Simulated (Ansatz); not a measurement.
## Mg: frozen-core PAW against all-electron methods

```
Mg
1.0
     0.00000    2.24426    2.24426
     2.24426    0.00000    2.24426
     2.24426    2.24426    0.00000
Mg
1
Direct
  0.00000 0.00000 0.00000
```

Structure from Materials Project entry mp-1056702 (possibly hypothetical), not relaxed further.

All numbers are computed: DFT, LDA, PAW with Ansatz's default frozen-core files, scalar-relativistic (Ansatz 0.2.0); DFT, LDA, all-electron LAPW, scalar-relativistic (Ansatz 0.2.0).

For PAW: a Γ-centred 16×16×16 k mesh, Fermi–Dirac smearing of 0.03 eV, cutoff 420 eV, no spin polarisation; the PAW files were made with PBE, and the program remakes their frozen cores for this functional. LAPW targets a basis error of 1 meV/atom. The Ansatz runs share mesh, smearing and spin set-up. Plane-wave (PAW) pressures include the program's estimate of the Pulay term.

Stress and pressure are positive in compression.

Levels count from the Fermi level.

PAW results:

```json
{"quantity": "pressure (GPa)", "PAW": "-1.34"}
{"quantity": "highest filled level at Γ (eV)", "PAW": "-6.961"}
{"quantity": "lowest empty level at Γ (eV)", "PAW": "12.396"}
{"quantity": "highest filled level at X (eV)", "PAW": "-0.195"}
{"quantity": "lowest empty level at X (eV)", "PAW": "0.806"}
{"quantity": "highest filled level at L (eV)", "PAW": "-1.311"}
{"quantity": "lowest empty level at L (eV)", "PAW": "11.327"}
```

Problem. What does all-electron LAPW give for the same quantities?

Solution. 
| quantity | LAPW |
| --- | --- |
| pressure (GPa) | -1.31 |
| highest filled level at Γ (eV) | -6.963 |
| lowest empty level at Γ (eV) | 12.410 |
| highest filled level at X (eV) | -0.195 |
| lowest empty level at X (eV) | 0.806 |
| highest filled level at L (eV) | -1.312 |
| lowest empty level at L (eV) | 11.338 |
